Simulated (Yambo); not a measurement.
```
BaO2
1.0
   -1.88565     1.88565     3.37505
    1.88565    -1.88565     3.37505
    1.88565     1.88565    -3.37505
O Ba
2 1
Direct
  0.39121   0.39121   0.00000
  0.60879   0.60879   0.00000
  0.00000   0.00000   0.00000
```

BaO₂ (space group I4/mmm, No. 139): mean Im ε in 1 eV windows above the direct gap of 3.74 eV, for different electron-hole kernels (Yambo, broadening 0.15 eV, PBEsol (pw.x of Quantum ESPRESSO, ONCV potentials, scalar-relativistic) bands; 8×8×8 mesh, 4 valence and 4 conduction bands, static screening with 29 bands and a 4 Ry block, scissor 1.67 eV, Tamm-Dancoff; field along x).

| window (eV) | independent quasiparticles | RPA (no attraction) | BSE |
|---|---|---|---|
| 3.7 to 4.7 | 0.1 | 0.0 | 0.2 |
| 4.7 to 5.7 | 0.3 | 0.2 | 0.9 |
| 5.7 to 6.7 | 0.4 | 0.5 | 4.1 |
| 6.7 to 7.7 | 1.5 | 1.4 | 2.1 |
| 7.7 to 8.7 | 3.4 | 3.0 | 1.5 |

This run doesn't resolve bound excitons or single peaks, so only averages are given, and they too depend on the mesh; weight that the attraction moves below the gap isn't listed. All transitions below 8.94 eV are in the band window. The scissor comes from a G0W0 run whose convergence isn't established.

Geometry relaxed with PBEsol.
